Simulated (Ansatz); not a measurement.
**Deforming InPd**

```
CELL_PARAMETERS angstrom
3.27188 0.00000 0.00000
0.00000 3.27188 0.00000
0.00000 0.00000 3.27188
ATOMIC_POSITIONS crystal
In 0.00000 0.00000 0.00000
Pd 0.50000 0.50000 0.50000
```

Atoms are numbered in the order listed.

Structure from Materials Project entry mp-21215 (possibly hypothetical), not relaxed further.

Spin polarisation is left out, and whether a magnetic state lies lower isn't shown here.

No spin–orbit coupling, which matters for the heavy atoms here.

Method: DFT, LDA, all-electron LAPW, scalar-relativistic (Ansatz 0.2.0).

Sampling and basis: a Γ-centred 13×13×13 k mesh, Fermi–Dirac smearing of 0.03 eV, basis error target 1 meV/atom, no spin polarisation.

The unchanged cell is at -6.87 GPa.

In a metal, stresses and small energies carry noise from the k mesh.

x, y and z are the Cartesian axes of the cell as listed; fractional coordinates follow a strain, and an engineering shear is twice the off-diagonal strain component.

Q: With this change (z strained by -1.5 % at fixed volume), what becomes of the energy and stress?

A: Energy change under 1 meV/atom; stress change (xx, yy, zz, yz, xz, xy) -0.20, -0.20, 0.37, 0.00, 0.00, 0.00 GPa, compression positive.

Q: With this change (z strained by -4 % at fixed volume), what becomes of the energy and stress?

A: Energy change +3 meV/atom; stress change (xx, yy, zz, yz, xz, xy) -0.67, -0.67, 1.40, 0.00, 0.00, 0.00 GPa, compression positive.

With atom 1 (In) moved by (0.0000, 0.0000, 0.0300) Å: energy change under 1 meV/atom; stress change (xx, yy, zz, yz, xz, xy) 0.05, 0.05, 0.02, 0.00, 0.00, 0.00 GPa, compression positive; change of the force on In1 (0.000, 0.000, -0.098) eV/Å.

Q: What force constant does this one finite step give for In1 along its displacement (all its periodic images move with it)?

A: k = −ΔF·u/|u|² = 3.25 eV/Å², so the force pulls the atom back.
